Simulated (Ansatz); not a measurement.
MgRh: pressure against volume

A database entry relaxed whole under r2SCAN (Pm-3m):

```
CELL_PARAMETERS angstrom
3.09332 0.00000 0.00000
0.00000 3.09332 0.00000
0.00000 0.00000 3.09332
ATOMIC_POSITIONS crystal
Mg 0.00000 0.00000 0.00000
Rh 0.50000 0.50000 0.50000
```

The cell was scaled uniformly, its shape held, and the atoms relaxed at each volume with plane-wave PAW DFT (Ansatz 0.2.0; r2SCAN, 500 eV, 11×11×11 Γ-centred mesh, fermi-dirac occupations of width 0.100 eV; no spin, no spin-orbit coupling). One row is withheld.

```
volume (Å³/atom)  energy over the lowest (meV/atom)  pressure (GPa)
          13.911                               22.4            8.92
          14.207                                9.3            5.60
          14.503                                2.0            2.61
          14.799                                0.0           -0.06
          15.095                                2.6           -2.45
          15.391                                  ?               ?
          15.687                               20.0           -6.51
```

Problem. Fit the pressures of the other rows to the third-order Birch-Murnaghan form.

Solution. With f = [(V₀/V)^(2/3) − 1]/2 and P = 3B₀f(1 + 2f)^(5/2)[1 + 3(B₀′ − 4)f/2], least squares gives V₀ = 14.79 Å³ an atom, B₀ = 127 GPa and B₀′ = 4.5; the rows miss the fit by less than 0.01 GPa. The slope of the energies differs from these pressures by 0.15 GPa, since they are taken to zero smearing while pressures follow the free energy.

Problem. What does the withheld row hold?

Solution. The fit gives -4.59 GPa at 15.391 Å³; the run gave -4.59 GPa and 9.4 meV an atom.

Caveats: the shape of the cell was held; 0 K, fixed nuclei; the symmetry was kept, and this need not be the phase that is stable at 0 K; one mesh for all volumes; pressure is positive in compression.
